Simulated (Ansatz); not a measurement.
A geometry of Si2Ni away from equilibrium: step 2 of the relaxation of a relaxed Si2Ni cell displaced along its unstable phonon at q = (½, ½, 0) of its primitive reciprocal cell (94i cm⁻¹), largest move 0.15 Å. The numbers are results of PBEsol (plane waves to 420 eV, PAW, scalar-relativistic; Ansatz, a quantum-chemistry and plane-wave program), not measurements. Γ-centred k-mesh 9×9×6 on the run's cell (coarser than for final values), Fermi–Dirac smearing 0.05 eV.

```
Si2Ni
1.0
    7.00357     0.00024     0.00000
    3.50191     3.50191     0.00000
    0.00000     0.00000     6.14559
Si Ni
8 4
Cartesian
  0.00000   0.00000   0.16698
  3.50179   0.00012  -0.16698
  1.75095   1.75095  -0.00088
  5.25274   1.75108   0.00088
  1.78894   0.00028   2.33733
  5.21463  -0.00004   2.33733
  7.00341   1.71308   3.80827
  3.50207   1.78907   3.80827
  1.63640  -0.00055   4.62284
  5.36717   0.00079   4.62284
  7.00424   1.86563   1.52275
  3.50124   1.63652   1.52275
```

**Question.** Which atoms carry the largest force, and which way does it point?

**Answer.** 0.17 eV/Å, on Si1, Si2, Ni9, Ni10, Ni11, Ni12 (atoms numbered as listed); on Ni10 its components are (0.17, 0.00, 0.00).

**Question.** What is the pressure?

**Answer.** +0.1 GPa, compression positive.

**Question.** How far above the relaxed end point is this geometry?

**Answer.** 0.11 eV/atom; the path ends in Pbcm (No. 57).

No spin polarisation in the result. A magnetic state may lie lower.

The run could not lose the symmetry of its start, so the end can be a saddle point.

The end of the path is a generated cell of Si2Ni: the first start was made by placing the elements on the sites of a structure type, and the end was not matched to a known phase here, so it may be hypothetical. Known forms of Si2Ni include space group No. 225.
